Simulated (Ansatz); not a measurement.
**Structures of ZrNb$_{3}$: which is lowest?**

Plane-wave DFT in Ansatz with scalar-relativistic PAW potentials, cutoff 420 eV, Γ-centred meshes chosen by cell and gap, Gaussian smearing with energies taken to zero width. Every cell was relaxed (cell and atoms) in a run of its own, within the symmetry of its start. Functional: PBE.

Relaxed structures (starts from databases or built by putting these elements on another compound's sites):
A. Pm-3m, 4 atoms in the computed cell, a = 4.289 Å; sites (symmetry × multiplicity) Zr m-3m × 1, Nb 4/mm.m × 3; start: built
B. I4/mmm, 4 atoms in the computed cell, a = 3.959 Å, c = 9.897 Å; sites (symmetry × multiplicity) Zr 4/mmm × 2, Nb -4m2 × 4 + 4/mmm × 2; start: built

Question: Rank them by energy. Could pressure change the order?

Answer:
| structure | group | E − E(lowest) (meV/atom) | V (Å³/atom) | gap on mesh (eV) |
| --- | --- | --- | --- | --- |
| B | I4/mmm | 0.0 | 19.39 | 0.00 |
| A | Pm-3m | 106 | 19.73 | 0.00 |

B is lowest, 106 meV/atom under A. The lowest is also the densest of these, so pressure wouldn't bring one of the others in at first order. Other structures may lie lower than all of these, and vibrations aren't counted.